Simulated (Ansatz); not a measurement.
Clean, relaxed (001) surface of WS2, space group P6_3/mmc (No. 194) (top face towards +c; atoms held fixed, by place in the list: 1, 2, 3, 4, 5, 6):

```xyz
12
Lattice="3.1542 0.0000 0.0000 -1.5771 2.7316 0.0000 0.0000 0.0000 38.3593" Properties=species:S:1:pos:R:3 pbc="T T T"
S     1.5771    0.9105    8.5000
W     0.0000    1.8211   10.0747
S     1.5771    0.9105   11.6494
S     0.0000    1.8211   14.5700
W     1.5771    0.9105   16.1447
S     0.0000    1.8211   17.7194
S     1.5771    0.9105   20.6396
W     0.0000    1.8211   22.2142
S     1.5771    0.9105   23.7890
S     0.0000    1.8211   26.7158
W     1.5771    0.9105   28.2914
S     0.0000    1.8211   29.8685
```

Method: DFT PBE+D3(BJ), scalar-relativistic, plane waves, PAW (Ansatz 0.2.0). Cutoff 420 eV; k points 9×9×1 on the computed 12-atom cell (Γ-centred); Gaussian smearing, width 0.05 eV; no spin polarisation. A dipole correction removes the field between periodic images along c.

CO is adsorbed on the top face, one adsorbate per 8.6 Å², and relaxed from 2 starting sites (fractions of a and b). E_ads counts from the clean slab and the free adsorbate (spin-polarised where it has unpaired electrons); negative means bound. Heights count from the highest slab atom after relaxation. With the adsorbate the cell is lengthened along c to keep the vacuum.

```
                         start ends at E_ads (eV) height (Å)
       top (S) at (0.33, 0.67) not bound       -0.04        3.68
hollow (S-S-S) at (0.00, 0.00) not bound       -0.07        3.14
```

It doesn't bind at this level of theory (ends above -0.1 eV count as unbound). Neighbouring adsorbates stand only 3.2 Å apart, and their interaction, mostly repulsion this close, counts into E_ads, so a lone one may still bind weakly.

Each end is the local minimum or symmetric point that its start leads to.